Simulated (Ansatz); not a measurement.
With r²SCAN (plane waves, PAW; program Ansatz), TiSi$_{2}$ in the orthorhombic phase (Cmcm; Si on 4c, Si on 4c, Ti on 4c) relaxes to a = 3.527 Å, b = 13.514 Å, c = 3.565 Å. Its formation energy from the elements is -0.55 eV/atom, with no fitted shifts.

Electronic character: metallic (no gap).

Bader charges are Si -0.78 to -0.48, Ti +1.25 e.

The r²SCAN relaxation kept the symmetry of its start. The run is not spin-polarised. The references are the lowest solids computed at this level, not always the standard phases.

Potentials: the later of the program's two PAW sets.
